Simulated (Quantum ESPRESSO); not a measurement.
**Kohn-Sham bands of SiC (wurtzite)**

```
SiC
1.0
    3.07351     0.00000     0.00000
   -1.53676     2.66174     0.00000
    0.00000     0.00000     5.04525
Si C
2 2
Direct
  0.33333   0.66667   0.49960
  0.66667   0.33333   0.99960
  0.33333   0.66667   0.87540
  0.66667   0.33333   0.37540
```

Materials Project entry mp-7140; symmetrised, unrelaxed at this level. COD (Crystallography Open Database) has the formula in 5 space groups, this one among them (matched by group alone). Level: PBEsol, no spin polarisation, no spin-orbit coupling; pw.x of Quantum ESPRESSO at 66 Ry with PseudoDojo potentials, 12×12×6 k-points, Wannier90. Density: 12×12×6 mesh, cold smearing 0.01 Ry.

Energies are relative to the valence-band maximum; weights are on the orthonormalised atomic waves of the pseudopotential files, averaged over the group. 16 electrons a cell are treated as valence.

### Question
Into which isolated groups do the bands fall, where do they lie and what are they made of?

### Answer
```csv
bands,from (eV),to (eV),filling,weight on atomic waves
1–2,-15.62,-10.30,filled,"C 2s 44 %, Si 3p 31 %, Si 3s 18 %"
3–8,-8.79,0.00,filled,"C 2p 62 %, Si 3p 24 %, Si 3s 8 %"
```

The Kohn-Sham gap over both meshes and the path is 2.12 eV.
